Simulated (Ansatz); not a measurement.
Zone-centre phonons of In₂Se₃: input and output

Theory: DFT LDA, scalar-relativistic, plane waves, PAW (Ansatz 0.2.0).

Launched with:
```bash
ansatz run input.yaml --threads 4 --pin off --max-ram 12288MiB --backend cpu --events-out ev --progress --plain --runs-dir out
```

Input (bare energies are in eV):
```yaml
crystal:
  lattice:
    - [3.9176833472, 0.0009123661, -0.0033577815]
    - [1.9580497592, 3.3932623628, -0.0066871436]
    - [0.0078009801, 0.013437137, 9.1278704184]
  atoms:
    - { symbol: In, position: [0.3333334899, 0.3333311509, 0.8010077916] }
    - { symbol: In, position: [0.6666665101, 0.6666688491, 0.1989922084] }
    - { symbol: Se, position: [0.0, 0.0, 0.0] }
    - { symbol: Se, position: [0.3333330358, 0.3333376567, 0.3460486332] }
    - { symbol: Se, position: [0.6666669642, 0.6666623433, 0.6539513668] }
basis:
  ecutwfc: 420
kpoints:
  mp_grid: { grid: [12, 12, 4] }
hamiltonian:
  xc: lda
scf:
  occupations: { method: fermi_dirac, width: 0.15 }
output:
  eigenvalues: true
phonons:
  method: dfpt
  eigenvectors: true
```

Results section of the output:
```
--- Phonons (Γ-DFPT): 6 representative perturbations + reference, on 292 of 576 k-points (Σ response iterations 19) ---
  k mesh reduced under 1 symmetry operation, with k and −k counted as one. Each operation leaves every solved perturbation unchanged. A smaller set is not used because it would not reduce the number of displacements ...
  ASR residual: 9.737e-5 → 0.000e0 eV/Å²; symmetrization residual: 1.137e-4 eV/Å²
  ASR residual per site (eV/Å²): 2.39e-5 2.39e-5 9.74e-5 7.31e-5 7.31e-5
  Γ frequencies (cm⁻¹): -52.15 -52.15 0.00 0.00 0.00 41.32 41.32 94.10 148.96 164.80 164.80 166.64 166.64 183.19 193.66
  non-analytic LO–TO correction: not included (Born effective charges unavailable; polar crystals: no LO–TO splitting at Γ)
```

It took 9.3 min on 4 threads of Intel(R) Xeon(R) Processor @ 2.50GHz (Skylake/Cascade Lake), with other jobs on the host, peak memory 4.7 GiB.

In a metal, frequencies and elastic constants depend on the k mesh and the smearing, soft modes and shear constants most. The crystal is built of layers and no dispersion correction was added, so the binding between them is poorly described, and with it their spacing and whatever depends on it. A semilocal functional can close a gap that the real compound has.

Negative frequencies stand for imaginary ones: the cell is unstable against these modes.